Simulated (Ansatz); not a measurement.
Space group P6_3/mmc (No. 194). a = 6.068 Å, b = 6.068 Å, c = 6.052 Å, α = 90.00°, β = 90.00°, γ = 120.00°
```
atom site symmetry x y z
  Na    2a      -3m.  0.0000  0.0000  0.0000
  Ba    2d      -6m2  0.6667  0.3333  0.2500
   H    6h mm2  0.1688  0.3377  0.2500
  Pd    2c      -6m2  0.3333  0.6667  0.2500
```

Equation of state of this BaNaH3Pd structure (not necessarily the ground state), with shape and atoms relaxed at each volume where symmetry leaves them free. All numbers below come from DFT r2SCAN, scalar-relativistic, plane waves, PAW in Ansatz.

Cutoff 500 eV; k points 6×6×6 on the computed 12-atom cell (Γ-centred); Gaussian smearing, width 0.02 eV; no spin polarisation.

```tsv
V (Å³/atom)	E − E(largest V) (meV/atom)	P (GPa)	gap on mesh (eV)
15.116	1.23	2.69	1.96
15.599	-4.62	1.22	1.93
16.081	-6.39	-0.02	1.89
16.564	-4.67	-1.07	1.83
17.046	0.00	-1.99	1.78
```

Problem. Fit a third-order Birch–Murnaghan equation to E(V).

Solution. V0 = 16.07 Å³/atom, B0 = 39 GPa, B0' = 4.3.

Spin-orbit coupling is left out, which matters for the bands of heavy elements.